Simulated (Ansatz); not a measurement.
Space group P-3m1 (No. 164). a = 3.828 Å, b = 3.828 Å, c = 5.159 Å, α = 90.00°, β = 90.00°, γ = 120.00°
| atom | site | symmetry | x | y | z |
| --- | --- | --- | --- | --- | --- |
| Ni | 1a | -3m. | 0.0000 | 0.0000 | 0.0000 |
| Te | 2d | 3m. | 0.3333 | 0.6667 | 0.2514 |

Equation of state of this NiTe2 structure (not necessarily the ground state), with shape and atoms relaxed at each volume where symmetry leaves them free. It has no gap at any of these volumes. Level of theory: DFT PBEsol, scalar-relativistic, plane waves, PAW in Ansatz 0.2.0.

Settings: cutoff 420 eV, Γ-centred mesh 12×12×8 on the computed 3-atom cell, Gaussian smearing of 0.10 eV; no spin polarisation.

```json
{"V (Å³/atom)": "20.508", "E − E(largest V) (meV/atom)": "5.42", "P (GPa)": "4.81"}
{"V (Å³/atom)": "21.163", "E − E(largest V) (meV/atom)": "-8.20", "P (GPa)": "2.07"}
{"V (Å³/atom)": "21.817", "E − E(largest V) (meV/atom)": "-12.03", "P (GPa)": "0.01"}
{"V (Å³/atom)": "22.472", "E − E(largest V) (meV/atom)": "-8.69", "P (GPa)": "-1.54"}
{"V (Å³/atom)": "23.126", "E − E(largest V) (meV/atom)": "0.00", "P (GPa)": "-2.70"}
```

**Question.** Fit a third-order Birch–Murnaghan equation to E(V).

**Answer.** V0 = 21.81 Å³/atom, B0 = 59 GPa, B0' = 9.1. B0' is unusual or poorly fixed by this range.

Spin-orbit coupling is left out, which matters for the bands of heavy elements. Spin polarisation was left out, and a magnetic state may lie lower.